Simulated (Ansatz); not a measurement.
# MnV: stationary points along a deformation path

These are results of DFT PBEsol, scalar-relativistic, plane waves, PAW (Ansatz), not measurements. Settings: plane waves to 420 eV, k-mesh 18×18×18 (Γ-centred), Gaussian smearing 0.15 eV. No spin polarisation. A magnetic state may lie lower. Energies are free energies at this smearing, counted from the undisturbed cell; pressure is positive in compression.

Zero of the scan (as given, not relaxed at this level; it stands at -15.2 GPa, and it needn't be the usual structure):

```xyz
2
Lattice="2.9000 0.0000 0.0000 0.0000 2.9000 0.0000 0.0000 0.0000 2.9000" Properties=species:S:1:pos:R:3 pbc="T T T"
Mn    0.0000    0.0000    0.0000
V     1.4500    1.4500    1.4500
```

At fixed volume and fractional coordinates, lengths along (0.577, 0.577, 0.577) are scaled against those across it; ρ is that ratio over its starting value. V = 12.194 Å³/atom. Δσ is the stress along the axis less the mean stress across it (compression positive).

| ρ | ΔE (meV/atom) | Δσ (GPa) | space group |
| --- | --- | --- | --- |
| 0.500 | 4170.7 | 395.16 | R-3m |
| 0.600 | 1676.2 | 174.02 | R-3m |
| 0.710 | 640.2 | 80.81 | R-3m |
| 0.850 | 125.1 | 33.27 | R-3m |
| 0.930 | 22.3 | 12.65 | R-3m |
| 1.000 | 0.0 | 0.00 | Pm-3m |
| 1.080 | 22.1 | -11.18 | R-3m |
| 1.200 | 121.2 | -26.00 | R-3m |
| 1.410 | 414.2 | -43.90 | R-3m |
| 1.700 | 838.1 | -35.66 | R-3m |
| 2.000 | 985.2 | 0.00 | Fm-3m |

Q: How does the stress give the slope of the energy, and where is the energy stationary?

A: Along the path d ln(length) is 2/3 d ln ρ on the axis and −1/3 d ln ρ across it, so dE/d ln ρ = −(2/3) V Δσ: the energy falls with ρ where Δσ is positive. Δσ vanishes or changes sign at ρ = 1.000 (Pm-3m), a minimum at 0.0 meV/atom; at ρ = 2.000 (Fm-3m, an end of the scan), at 985.2 meV/atom. Pairs of stationary points between two samples would go unseen, and could change a minimum read from distant neighbours into a maximum. At ρ = 1.000, 2.000 the cell is cubic, where symmetry alone makes the stress isotropic and the slope zero.

Q: Which shear constant sets the curvature at ρ = 1?

A: For a cubic crystal E/V = (2/3) C (ln ρ)² with C = C44, so Δσ = −2C ln ρ. The parabola of Δσ against ln ρ through ρ = 0.930, 1 and 1.080 gives C ≈ 80 GPa with the ions clamped, rough because the steps are large. It is the stress–strain coefficient at this cell's pressure of -15.2 GPa, not the zero-pressure constant.

In a metal these slopes depend on the k mesh and the smearing.